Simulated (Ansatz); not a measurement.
**Question.** CrI₃ in space group R-3 (No. 148; Cr on 6c, I on 18f) is relaxed with the program Ansatz at the r²SCAN+D4 level (PAW). What lattice parameters of the conventional cell result?

**Answer.** a = 6.921 Å, c = 20.134 Å.

These are the values of the symmetrised cell.

**Question.** Give the free coordinates with the occupied sites.

**Answer.** In one choice of origin and axes:

```tsv
atom	site	symmetry	x	y	z
Cr	6c	3.	0.0000	0.0000	0.3337
I	18f	1	0.3537	0.0011	0.0777
```

**Question.** Is it a metal or does it have a gap at this level?

**Answer.** A gap of 1.35 eV, indirect.

The cell was relaxed with r²SCAN+D4 under the symmetry of its start. The final state is ferromagnetic, chosen from 4 collinear starts compared on coarse meshes (ties went to the first, and starts can fall back to one state), not a proven ground state. The volume moved by 23 % from the start of the relaxation. Other orbital occupations within this spin state were not tried. No Hubbard U is applied. Scalar-relativistic: spin–orbit coupling is off unless named, which matters more the heavier the elements.

Potentials: the later of the program's two PAW sets.
